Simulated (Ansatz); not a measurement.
## Electric field gradients in Ta2Si

The calculation used Ansatz 0.2.0, DFT LDA, scalar-relativistic, plane waves, PAW. Plane waves to 420 eV; Γ-centred k mesh 10×10×10; Fermi-Dirac smearing of 0.15 eV. No spin polarisation.

The cell, relaxed at this level:
```xyz
6
Lattice="-3.0467 3.0467 2.5053 3.0467 -3.0467 2.5053 3.0467 3.0467 -2.5053" Properties=species:S:1:pos:R:3 pbc="T T T"
Ta    2.0570    0.9897    2.5053
Ta   -0.9897    2.0570    2.5053
Ta    0.9897    2.0570    0.0000
Ta    4.0365    0.9897    0.0000
Si    0.0000    0.0000    1.2526
Si    0.0000    0.0000    3.7579
```

In a metal these results depend on the k mesh and the smearing. Spin–orbit coupling is left out, which matters for gradients at heavy nuclei.

Question: Give V_zz (10²¹ V/m²) and the asymmetry η at each distinct site.

Answer:
| atom | V_zz | η |
| --- | --- | --- |
| Ta (atom 1) | 9.52 | 0.24 |
| Si (atom 5) | 4.06 | 0.00 |

Whether Ta2Si exists in this form wasn't checked.

Cost: 1 run of about 0.4 core-minutes, on Intel Xeon Platinum 8259CL (Skylake/Cascade Lake) (shared hosts).